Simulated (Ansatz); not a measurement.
Zr2CuH2 (I4/mmm): electronic heat capacity and spin susceptibility from the density of states

Theory: DFT r2SCAN, scalar-relativistic, plane waves, PAW in Ansatz.

Cutoff 500 eV; k points 16×16×16 on the computed 5-atom cell (Γ-centred); Gaussian smearing, width 0.10 eV; no spin polarisation.

Relaxed cell: I4/mmm, a = 3.265 Å, b = 3.265 Å, c = 11.711 Å, α = 90.00°, β = 90.00°, γ = 90.00°, 5 atoms in the primitive cell. Whether it is the stable form of this composition wasn't checked.

The density of states at the Fermi level is 3.123 states/eV in the cell of 5 atoms (1 formula unit; both spins, tetrahedra on a 24×24×24 mesh).

Q: What Sommerfeld coefficient and Pauli susceptibility does this give?

A: Per formula unit N(E_F) = 3.123 states/eV. γ = (π²/3) k_B² N(E_F) N_A = 2.357 mJ/(mol K²) per state/eV, so γ = 7.4 mJ/(mol K²), a mole of formula units. χ_P = μ_B² N(E_F) N_A = 3.23×10⁻⁵ emu/mol per state/eV gives 10.1×10⁻⁵ emu/mol. This is the bare band result: a measured γ of the same phase is as a rule larger by a factor 1 + λ from phonons and spin fluctuations, the spin part of χ is larger by the Stoner factor, and a measured χ also holds orbital and core terms. N(E_F) at one energy is sensitive to the mesh where the density of states has sharp peaks.

Cost: 1 run of about 2.4 core-minutes, on Intel Xeon 6975P-C (Granite Rapids) (shared hosts).